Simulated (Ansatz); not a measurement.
## TaW₂N₄: rattling a relaxed structure

The cell was found from a structure generator's guess, not taken from experiment.

Computed with DFT PBE, scalar-relativistic, plane waves, PAW (Ansatz). Plane waves to 420 eV, a k mesh through Γ of 10×10×10 on the computed 7-atom cell and Gaussian smearing (0.10 eV); no spin polarisation.

The cell below (7 atoms, space group I4/mmm (No. 139)) is relaxed within its symmetry.

```cif
data_structure
_symmetry_space_group_name_H-M 'P 1'
_symmetry_Int_Tables_number 1
_cell_length_a 5.1486
_cell_length_b 5.1486
_cell_length_c 5.1486
_cell_angle_alpha 131.224
_cell_angle_beta 131.224
_cell_angle_gamma 71.458
_cell_volume 75.56
loop_
_atom_site_label
_atom_site_type_symbol
_atom_site_fract_x
_atom_site_fract_y
_atom_site_fract_z
_atom_site_occupancy
Ta1 Ta 0.00000 0.00000 0.00000 1
W1 W 0.25000 0.75000 0.50000 1
W2 W 0.75000 0.25000 0.50000 1
N1 N 0.73945 0.73945 0.00000 1
N2 N 0.26055 0.26055 0.00000 1
N3 N 0.00000 0.50000 0.50000 1
N4 N 0.50000 0.00000 0.50000 1
```

For the test it was strained at random (σ = 1.5 % a component), the atoms were moved at random (σ = 0.05 Å), and all was relaxed again on a coarse 6×6×6 mesh (in the run’s order of axes) with 0.20 eV smearing, with no symmetry imposed.

Spin–orbit coupling, which can matter for Ta and W, is left out.

Q: What happens?

A: It doesn't return. The energy falls by 41 meV/atom on that mesh, the volume changes by 0.3 %, and the end has space group C2/m (No. 12) at a loose tolerance. Relaxed again on an 8×8×8 mesh with 0.10 eV smearing, the new structure lies 36 meV/atom below the first (mesh in the axes of the run's cell; the cell below is made exact in the group named). Space group C2/m (No. 12), monoclinic, a = 6.109 Å, b = 5.933 Å, c = 5.162 Å, β = 126.0°. Around Ta lie 6 N at 2.13–2.17 Å and 8 W at 2.92–3.05 Å; around W lie 6 N at 2.09–2.15 Å, 1 W at 2.68 Å, 4 Ta at 2.92–3.05 Å, 2 W at 3.07 Å and 1 W at 3.25 Å; around N on a site of symmetry m lie 4 W at 2.13–2.15 Å and 1 Ta at 2.17 Å; N on a site of symmetry -1 has 2 W at 2.09 Å and 2 Ta at 2.13 Å.

```cif
data_structure
_symmetry_space_group_name_H-M 'C2/m'
_symmetry_Int_Tables_number 12
_cell_length_a 6.1086
_cell_length_b 5.9332
_cell_length_c 5.1623
_cell_angle_alpha 90.000
_cell_angle_beta 125.966
_cell_angle_gamma 90.000
_cell_volume 151.43
loop_
_atom_site_label
_atom_site_type_symbol
_atom_site_symmetry_multiplicity
_atom_site_Wyckoff_symbol
_atom_site_fract_x
_atom_site_fract_y
_atom_site_fract_z
_atom_site_occupancy
Ta1 Ta 2 c 0.00000 0.00000 0.50000 1
W1 W 4 g 0.00000 0.27400 0.00000 1
N1 N 4 i 0.26091 0.50000 0.98231 1
N2 N 4 f 0.75000 0.25000 0.50000 1
```
